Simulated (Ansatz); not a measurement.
**LaS (Fm-3m): elastic constants by finite strains**

Computed with r²SCAN, PAW on Ansatz 0.2.0's default frozen-core files (fitted under PBE), scalar-relativistic; not a measurement.

Cell and atoms were relaxed beforehand by PAW with this functional.

Command line:

```sh
ansatz run input.yaml --threads 1 --pin off --max-ram 2560MiB --backend cpu --events-out ev --progress --plain --runs-dir out
```

Input file:

```yaml
crystal:
  lattice:
    - [0.0, 2.94527355462, 2.94527355462]
    - [2.94527355462, 0.0, 2.94527355462]
    - [2.94527355462, 2.94527355462, 0.0]
  atoms:
    - { symbol: La, position: [0.0, 0.0, 0.0] }
    - { symbol: S, position: [0.5, 0.5, 0.5] }
kpoints:
  mp_grid: { grid: [14, 14, 14] }
scf:
  occupations: { method: fermi_dirac, width: 0.1 }
hamiltonian:
  xc: r2scan
  pseudopotentials: { kind: paw }
elastic:
  mode: relaxed_ion
  stencil: two_point
  amplitude: 0.008
```

Output (shortened where marked):

```
Warning: RAYON_NUM_THREADS=1 ignored (pool sized by the plan → 1); use --threads N
Engine: ansatz 0.2.0, x86_64-unknown-linux-gnu
Pseudopotentials: kind: paw
Pseudopotential: La, paw, valence charge 11, recommended cutoff 500 eV (meta_gga), La.paw.azcp
Pseudopotential: S, paw, valence charge 6, recommended cutoff 500 eV (meta_gga), S.paw.azcp
Functional definition: r2SCAN
  parameter k0 = 0.174
  parameter k1 = 0.065
  parameter a1 = 4.9479
  exchange = r2scan_x(k0 = k0, k1 = k1, a1 = a1)
  correlation = r2scan_c
Crystal: 2 atoms, lattice volume = 51.098 Å³
Basis set: ecut = 500 eV, 1291 PW (Γ), exchange–correlation on 128×128×128 points (64 copies of the dense FFT grid, shifted against one another)
Bands: 13, of which v1, the nominal top of the filled ones, is band 9 counted from 1 (8 counted from 0)
Symmetry: 48 space group operations
Space group: Fm-3m (ITA 225), of the structure as read, at distance tolerance 3.7e-5 Å
k-points: 104 of 2744
Non-local potential: La, projectors of the file, l = 0: 3, l = 1: 2, l = 2: 2, l = 3: 3
Non-local potential: S, projectors of the file, l = 0: 2, l = 1: 2, l = 2: 2
[... 122 lines left out ...]
       199.457     25.799     25.799      0.000     -0.000      0.000
        25.799    199.457     25.799      0.000      0.000     -0.000
        25.799     25.799    199.457     -0.000      0.000      0.000
        -0.000      0.000      0.000     23.592      0.000     -0.000
        -0.000      0.000     -0.000     -0.000     23.592      0.000
         0.000     -0.000      0.000     -0.000     -0.000     23.592
  reference stress σ⁰ (GPa):      0.002      0.002      0.002      0.000     -0.000      0.000
  C* (energy form; C + prestress term) asymmetry max|C*_kj − C*_jk| = 3.553e-15 GPa — a small one proves nothing (zero by symmetry where the batch's group is 432, −43m or m−3m); a large one is finite-difference/SCF noise where ...
  moduli (Voigt/Reuss/Hill, GPa): K = 83.68/83.68/83.68   G = 48.89/33.29/41.09   E = 105.93   ν = 0.289
  mechanically stable: yes (min eigenvalue of sym C = 23.59 GPa)
  strain η (Voigt 11):  stress-route row diagonal C_11 = 199.46 GPa, energy-path curvature d²(F+E_count+ΔE)/dδ²/Ω₀ = 199.33 GPa
         δ    σ_11 (GPa)             F (eV)   n_scf  n_hpsi   n_pw
    -8.000e-3      -1.6737       -7175.3785166      10   85700   1307   relax 0 steps, max|allowed force component| 5.18e-31 eV/Å
     8.000e-3       1.5177       -7175.3786454       8   74277   1325   relax 0 steps, max|allowed force component| 1.63e-29 eV/Å
  strain η (Voigt 23):  stress-route row diagonal C_44 = 23.59 GPa, energy-path curvature d²(F+E_count+ΔE)/dδ²/Ω₀ = 23.59 GPa
         δ    σ_23 (GPa)             F (eV)   n_scf  n_hpsi   n_pw
    -8.000e-3      -0.1887       -7175.3803749      10  158152   1315   relax 0 steps, max|allowed force component| 4.93e-30 eV/Å
     8.000e-3       0.1887       -7175.3803749       8  135552   1315   relax 0 steps, max|allowed force component| 1.10e-29 eV/Å
```

The calculation finished and met its thresholds.

Strained cells:

Elastic constants of a crystal by Kohn-Sham DFT: slopes of the stress over finite engineering strains of the given cell, Voigt indices, Cartesian axes as in the input; stress of each strained cell less that at rest, tension positive.

| strain component | strain | stress xx (GPa) | stress yy (GPa) | stress zz (GPa) | stress yz (GPa) | stress xz (GPa) | stress xy (GPa) | relaxation steps |
| --- | --- | --- | --- | --- | --- | --- | --- | --- |
| xx | -0.008 | -1.675 | -0.2088 | -0.2088 | 0 | 0 | 0 | 0 |
| xx | 0.008 | 1.516 | 0.2039 | 0.2039 | 0 | 0 | 0 | 0 |
| yz | -0.008 | 0.0023 | -0.0009 | -0.0009 | -0.1887 | 0 | 0 | 0 |
| yz | 0.008 | 0.0023 | -0.0009 | -0.0009 | 0.1887 | 0 | 0 | 0 |

Elastic constants:

```json
{"Pressure at rest": "-0.002 GPa", "Least elastic eigenvalue": "23.59 GPa", "Elastically stable": "yes"}
```

```
index  elastic (GPa)
   11          199.5
   12           25.8
   44          23.59
```

Elastic moduli:

Hill averages of a grain aggregate, Debye temperature from the mean sound speed over directions.

- Bulk modulus: 83.68 GPa
- Shear modulus: 41.09 GPa
- Young modulus: 105.9 GPa
- Poisson ratio: 0.289
- Bulk over shear modulus: 2.037
- Elastic anisotropy index: 2.342
- Least young modulus: 64.7 GPa
- Largest young modulus: 193.5 GPa
- Longitudinal sound speed: 4992 m/s
- Transverse sound speed: 2719 m/s
- Elastic debye temperature: 293 K
- Linear compressibility (x, y, z): 3.983, 3.983, 3.983 1/TPa
- Zener ratio: 0.2717
- Cauchy pressure: 2.21 GPa

Limits of these numbers: frozen-core PAW files fitted under PBE, their cores solved anew for the functional of the run; responses of metals move with mesh and smearing; the softest shear constant rests on one k mesh, and a soft shear can herald a distortion on cooling.

Time and hardware: 2.2 min on 1 thread of Intel(R) Xeon(R) Platinum 8375C CPU @ 2.90GHz (Ice Lake), with other jobs on the host, peak memory 0.82 GiB.
